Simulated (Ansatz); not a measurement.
# Fixed-spin-moment curve of TaV (Cmmm)

```
Ta V
1.0
     1.60670   -2.30777    0.00000
     1.60670    2.30777    0.00000
     0.00000    0.00000    4.34136
Ta V
1 1
Direct
  0.00000 0.00000 0.00000
  0.50000 0.50000 0.50000
```

The geometry is a structure from the Materials Project, held fixed and not relaxed.

Settings: PBE, 12×12×8 k mesh, Fermi–Dirac smearing of 0.08 eV. PAW means Ansatz 0.2.0 on its default frozen-core files; LAPW is all-electron LAPW in Ansatz 0.2.0. Site moments are integrated in spheres about the atoms, whose radii differ between the methods. Start moments of the first PAW run (μB): V2 2.

Each run fixes M = N↑ − N↓ with two Fermi levels; the holding field B = (E_F↑ − E_F↓)/2μB is the slope of the free energy against M over μB. Energies count from each method's free run. The held moment starts spread evenly over V2.

**Question.** Does the cell keep a net moment when the moments are free, and how does its energy change with a held moment?

**Answer.** The free run has no net moment (M = 0.00 μB). 
```csv
M (μB/cell),ΔF PAW (meV/cell),ΔF LAPW (meV/cell),"B, PAW (T)","largest site moment, PAW (μB)","pressure, PAW (GPa)"
0.00,0.0,0.0,–,0.00,-0.3
0.10,+0.2,–,+78,0.08,-0.3
0.20,+0.9,+0.9,+163,0.15,-0.3
0.35,+3.0,+2.9,+321,0.26,-0.2
0.50,+6.7,–,+536,0.37,-0.1
0.75,+18.0,+17.6,+1075,0.53,0.3
1.00,+39.0,–,+1872,0.69,0.8
1.40,+102.7,+101.7,+3887,0.92,2.1
```

**Question.** The unpolarised density of states at the Fermi level, averaged over the smearing, is 3.57 states/eV per cell. What Stoner enhancement follows from the smallest held moment?

**Answer.** S = M/(μB·B·N) = 0.10/(0.0045 eV × 3.57/eV) ≈ 6.2, so I·N/2 ≈ 0.84; the Stoner criterion for ferromagnetism asks for 1. On this mesh S is a rough figure.

**Question.** Check μB·B = dF/dM between M = 1.00 and 1.40 μB with the PAW numbers.

**Answer.** ΔF/ΔM = +63.7 meV / 0.40 = +159.2 meV per μB, which is +2751 T with μB = 0.05788 meV/T. The mean of the two holding fields is +2879 T. The slope equals the mean of B over the step, so the two agree where B(M) is nearly straight between its ends, and here they lie within a tenth of each other.

Separate runs put a uniform field on the spins (g = 2):

```tsv
field (T)	M PAW (μB/cell)	M LAPW (μB/cell)
500	0.478	0.486
1000	0.722	0.727
```

The Ansatz runs typed with the search for lower states off end where their start leads. Spin–orbit coupling is left out although heavy atoms are present. None of this fixes the real material's magnetic order: only patterns that fit the cell were computed, at zero temperature, with a functional that can overstate moments.
